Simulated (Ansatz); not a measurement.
Input:

IrC:
```xyz
2
Lattice="0.0000 2.3104 2.3104 2.3104 0.0000 2.3104 2.3104 2.3104 0.0000" Properties=species:S:1:pos:R:3 pbc="T T T"
Ir     0.0000     0.0000     0.0000
C      1.1552     1.1552     1.1552
```

This is the PBE-relaxed structure.

Task: All from DFT-PBE in the program Ansatz with PAW potentials, unless another level is named. Estimate the electronic character.

Result: metallic (no gap).

Task: And the formation energy from the elements (no fitted shifts)?

Result: 0.52 eV/atom.

Task: Next, the density of states at the Fermi level?

Result: 0.34 states/eV per atom (mean over ±0.08 eV).

Task: Give the gap with spin–orbit coupling.

Result: none (metallic).

Space group F-43m (zinc blende). The start of the workflow was typed in or built on a structure type; neither database checked (COD, Materials Project) lists it. Whether it is the stable phase at ambient conditions was not checked. The cell was relaxed with PBE under the symmetry of its start; whether a distortion lowers the energy is not shown. No spin polarisation was allowed. Its formation energy is positive at this level, so the cell may be metastable or incomplete. The references are the lowest solids computed at this level, not always the standard phases. Spin–orbit coupling is left out wherever it is not named.

Potentials: the earlier of the program's two PAW sets.
